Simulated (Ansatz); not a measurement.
A geometry of Te away from equilibrium: the start of the relaxation of a relaxed Te cell displaced along its unstable phonon at q = Γ (54i cm⁻¹), largest move 0.15 Å. Level of theory: PBEsol (plane waves to 420 eV, PAW, scalar-relativistic; Ansatz, a first-principles code). Γ-centred k-mesh 11×11×11 on the run's cell (coarser than for final values), Fermi–Dirac smearing 0.05 eV.

```xyz
2
Lattice="0.0000 2.3467 6.0117 2.1172 0.0000 6.0117 2.1172 2.3467 0.0000" Properties=species:S:1:pos:R:3 pbc="T T T"
Te     2.2672     2.3467     1.4830
Te     1.9672     2.3467    10.5404
```

Which atoms carry the largest force, and which way does it point?

0.11 eV/Å, on Te1, Te2 (atoms numbered as listed); on Te2 its components are (-0.10, 0.00, -0.06).

What is the pressure?

-0.1 GPa, compression positive.

How far above the relaxed end point is this geometry?

0.07 eV/atom; the path ends in Cmmm (No. 65).

No spin polarisation in the result.

The run could not lose the symmetry of its start: the end is stationary, and may be a saddle point rather than a minimum.

The end of the path is a generated cell of Te: the first start was made by placing the elements on the sites of a structure type, and the end was not matched to a known phase here, so it may be hypothetical. Known forms of Te include space group No. 152.
